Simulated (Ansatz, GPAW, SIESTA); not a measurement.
**Sn3Se: 3 runs at one level of theory**

```
Sn Se
1.0
     4.74188    0.00000    0.00000
     0.00000    4.74188    0.00000
     0.00000    0.00000    4.74188
Sn Se
3 1
Direct
  0.50000 0.50000 0.00000
  0.50000 0.00000 0.50000
  0.00000 0.50000 0.50000
  0.00000 0.00000 0.00000
```

The cell comes from a database or a generator and needn't be the stable form of this composition.

Alike in all runs: task equation of state; functional PBEsol; k mesh 6 × 6 × 6; occupations fermi-dirac, width 0.05 eV; no spin polarisation; no spin-orbit coupling.

```tsv
program and potentials	plane-wave cutoff (eV)	notes	equilibrium volume (Å³/atom)	bulk modulus (GPa)
GPAW, PAW data sets generated for this functional	600	-	25.16	55.1
Ansatz, all-electron LAPW, scalar-relativistic	-	-	?	?
SIESTA, files PseudoDojo sr-pbesol-0.4.1-standard, DZP (energy shift 0.003 Ry; two zetas on semicore shells)	-	atomic basis; noisy fit	25.71	57.1
```

Task: Estimate from the other rows what the run with Ansatz, all-electron LAPW, scalar-relativistic gave.

Result: Equilibrium volume 25.25 Å³/atom; bulk modulus 54.7 GPa. The other rows, which needn't bracket it: equilibrium volume 25.16 to 25.71; bulk modulus 55.1 to 57.1.
